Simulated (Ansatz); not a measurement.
PbTe (rock salt)

```
PbTe
1.0
    0.00000     3.28451     3.28451
    3.28451     0.00000     3.28451
    3.28451     3.28451     0.00000
Te Pb
1 1
Direct
  0.00000   0.00000   0.00000
  0.50000   0.50000   0.50000
```

In each cell atom 2 (Pb, nearest neighbour Te at 3.285 Å; its periodic images, 4.6 Å or more away, move with it) moves by s·(0.577, 0.577, 0.577) (along Cartesian [111]), the rest being held.

Level of theory: PBE (plane waves to 420 eV, PAW, scalar-relativistic; Ansatz, a first-principles code). k mesh 7×7×7 (Γ-centred), Fermi-Dirac smearing 0.05 eV. Compression counts positive. F∥ is the force on the atom along that direction. PbTe was relaxed with its symmetry unable to fall. Spin-orbit coupling is left out, though Pb and Te are heavy. 

```tsv
s (Å)	F∥ (eV/Å)	P (GPa)
-0.990	2.138	[?]
-0.792	1.712	6.04
-0.594	1.085	[?]
-0.396	[?]	1.60
-0.198	0.092	[?]
0.000	0.000	-0.01
0.198	-0.092	[?]
0.396	[?]	1.60
0.594	-1.085	[?]
0.792	-1.712	6.04
0.990	-2.138	[?]
```

Fill in the missing entries.


- -0.990, P (GPa): 8.92
- -0.594, P (GPa): 3.53
- -0.396, F∥ (eV/Å): 0.474
- -0.198, P (GPa): 0.40
- 0.198, P (GPa): 0.40
- 0.396, F∥ (eV/Å): -0.474
- 0.594, P (GPa): 3.53
- 0.990, P (GPa): 8.92

(For displaced atoms, the force is minus the slope of the energy, and its curvature is a force constant, which sets phonon frequencies.)
